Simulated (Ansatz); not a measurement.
# TiC under strain — quadrupolar parameters

The cell is a structure deposited in the COD, relaxed with PBE at fixed cell and then changed (z stretched by 1 %, ions relaxed).

```xyz
2
Lattice="0.0000 2.1640 2.1856 2.1640 0.0000 2.1856 2.1640 2.1640 0.0000" Properties=species:S:1:pos:R:3 pbc="T T T"
Ti    0.0000    0.0000    0.0000
C     2.1640    2.1640    2.1856
```

Atoms are numbered from 1 in the order listed; like atoms form one site, named after its first atom.

The numbers come from a DFT calculation in Ansatz (PBE, plane waves and PAW, scalar-relativistic, 420 eV cutoff, Γ-centred 18×18×18 k-points, Fermi–Dirac smearing 0.05 eV).

C_Q = eQV_zz/h, which is 24.18 MHz for Q = 1 b and V_zz = 10²¹ V/m²; η = (V_xx − V_yy)/V_zz. ν_Q = 3|C_Q|/[2I(2I − 1)].

⁴⁷Ti: I = 5/2, Q = 302.0 mb. Q values from Pyykkö, Mol. Phys. 116, 1328 (2018).

Task: Which values are expected at the nuclei?

Result: 

| site | atoms (order as listed) | first shell | C_Q (MHz) | η | ν_Q (MHz) |
| --- | --- | --- | --- | --- | --- |
| Ti | 1 | 6 C at 2.16–2.19 Å | 6.17 | 0.00 | 0.926 |

An axis of threefold or higher order runs through Ti, so V_zz lies along it and η is zero.

C has no stable isotope with a ground-state quadrupole moment in the table, so these sites are left out.

With no gap above 0.1 eV, as in a metal, the gradients converge slowly in k; expect changes of a tenth or more on a denser mesh.

The relaxation (1 step) took 6.5 s of wall time (6.4 s of CPU time) and 0.48 GiB at its peak, on 1 thread of Intel Xeon 6975P-C (Granite Rapids) (x86_64; 16 cores open to the job, memory cap 3.0 GiB, no GPU), a shared host with a load of 0.4 a core.
